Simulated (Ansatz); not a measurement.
## Relaxing a structure of Zr

The start is a generated trial cell of Zr in the beta-W structure type. The cell and all atomic positions are relaxed at zero pressure with r2SCAN (plane waves to 500 eV, PAW, scalar-relativistic; Ansatz, a program for electronic structure). The first steps use a coarse 6×6×6 k-mesh.

The start:
```yaml
crystal:
  lattice:
    - [5.74564, 0.00000, 0.00000]
    - [0.00000, 5.74564, 0.00000]
    - [0.00000, 0.00000, 5.74564]
  atoms:
    - { symbol: Zr, position: [0.25000, 0.00000, 0.50000] }
    - { symbol: Zr, position: [0.75000, 0.00000, 0.50000] }
    - { symbol: Zr, position: [0.00000, 0.50000, 0.25000] }
    - { symbol: Zr, position: [0.00000, 0.50000, 0.75000] }
    - { symbol: Zr, position: [0.50000, 0.25000, 0.00000] }
    - { symbol: Zr, position: [0.50000, 0.75000, 0.00000] }
    - { symbol: Zr, position: [0.00000, 0.00000, 0.00000] }
    - { symbol: Zr, position: [0.50000, 0.50000, 0.50000] }
```

Problem. What pressure does the first self-consistent step give?

Solution. -2.1 GPa (negative: the cell is under tension).

Problem. How much energy is released per atom?

Solution. Under 0.01 eV/atom.

Problem. How does the volume change?

Solution. -2.7 %, from 23.71 to 23.07 Å³/atom.

Problem. How do the shortest distances between atoms change?

Solution. The closest pairs of elements (up to four, under 3.6 Å), start → end: Zr–Zr 2.87 → 2.85 Å.

Problem. What band gap does the relaxed structure have at this level?

Solution. Zero (metallic).

Problem. Give the final cell and atomic positions.

Solution. 
```cif
data_Zr8
_chemical_formula_sum 'Zr8'
_space_group_name_H-M_alt 'Pm-3n'
_space_group_IT_number 223
_space_group_name_Hall '-P 4n 2 3'
_cell_length_a 5.69344
_cell_length_b 5.69344
_cell_length_c 5.69344
_cell_angle_alpha 90.000
_cell_angle_beta 90.000
_cell_angle_gamma 90.000
loop_
_atom_site_label
_atom_site_type_symbol
_atom_site_symmetry_multiplicity
_atom_site_Wyckoff_symbol
_atom_site_fract_x
_atom_site_fract_y
_atom_site_fract_z
_atom_site_occupancy
Zr1 Zr 6 c 0.00000 0.50000 0.25000 1
Zr2 Zr 2 a 0.00000 0.00000 0.00000 1
```

The space group stays Pm-3n (No. 223) (the run could not lower it), with 8 atoms in the primitive cell. Final values are on a 8×8×8 k-mesh of the relaxed cell. No spin polarisation in the result.

The run could not lower the symmetry of its start; a shaken copy of this end point relaxes with r2SCAN to R3 (No. 146) at a tolerance of 0.01 Å, R32 (No. 155) at 0.1 Å, 0.08 eV/atom lower.

The relaxed structure here is a generated cell of Zr: the first start was made by placing the elements on the sites of a structure type, and the end was not matched to a known phase here, so it may be hypothetical. Known forms of Zr include space group No. 194.
